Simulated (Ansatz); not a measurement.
SrAg5:
```
CELL_PARAMETERS angstrom
      5.71029     0.00000     0.00000
     -2.85514     4.94525     0.00000
      0.00000     0.00000     4.59650
ATOMIC_POSITIONS crystal
  Ag 0.50000 0.00000 0.50000
  Ag 0.50000 0.50000 0.50000
  Ag 0.00000 0.50000 0.50000
  Sr 0.00000 0.00000 0.00000
  Ag 0.33333 0.66667 0.00000
  Ag 0.66667 0.33333 0.00000
```

Relaxed with r²SCAN.

Task: Map the electron localisation function on the plane through (0.000, 0.000, 0.000) spanned by u = [1, 1, 0] and v = [1, -1, 0] in lattice vectors, from DFT-r²SCAN in the program Ansatz with PAW potentials.

Result: x is the fraction of u, y of v (the angle between them is 90°; rows are the nearest grid lines); atoms in the plane: Sr at (0.00, 0.00), Sr at (0.50, 0.50), Ag at (0.00, 0.33), Ag at (0.50, 0.83), Ag at (0.00, 0.67), Ag at (0.50, 0.17).
```
|  *@@%-  ..::....::..  -%@@*  |
|%@@@@+.  .::::::::::.  .+@@@@%|
|@@@@*:  .::::----::::.  :*@@@@|
|:..   .:::-+*####*+-:::.   ..:|
|......::::=+#%@@%#+=::::......|
|--::::....:-+****+-:....::::--|
|==--:......:-====-:......:--==|
|%##+=:..::::::::::::::..:=+##%|
|@%#*=-:::..        ..:::-=*#%@|
|*++=-::.   :+#%%#+:   .::-=++*|
|---::::. .=%@@@@@@%=. .::::---|
|...::.  .+@@@*::*@@@+.  .::...|
|...::.  .+@@@*::*@@@+.  .::...|
|---::::. .=%@@@@@@%=. .::::---|
|*++=-::.   :+#%%#+:   .::-=++*|
|@%#*=-:::..        ..:::-=*#%@|
|%##+=:..::::::::::::::..:=+##%|
|==--:......:-====-:......:--==|
|--::::....:-+****+-:....::::--|
|......::::=+#%@@%#+=::::......|
|:..   .:::-+*####*+-:::.   ..:|
|@@@@*:  .::::----::::.  :*@@@@|
|%@@@@+.  .::::::::::.  .+@@@@%|
|  *@@%-  ..::....::..  -%@@*  |
```
Scale: ten equal steps from 0.006 (start of ' ') to 0.867 (end of '@'), in the order ' .:-=+*#%@'; x runs from 0.000 to 1.00, y from 0.000 (bottom) to 1.00 (top).

The density is the valence pseudo-density with augmentation charge, so density and ELF within about 1 Å of a nucleus are not all-electron values.

Space group P6/mmm. The workflow started from an entry of the Crystallography Open Database (COD). Whether it is the stable phase at ambient conditions was not checked. Symmetry was held in the r²SCAN relaxation; its stability against distortions is not shown here. The run is not spin-polarised.

Potentials: the later of the program's two PAW sets.
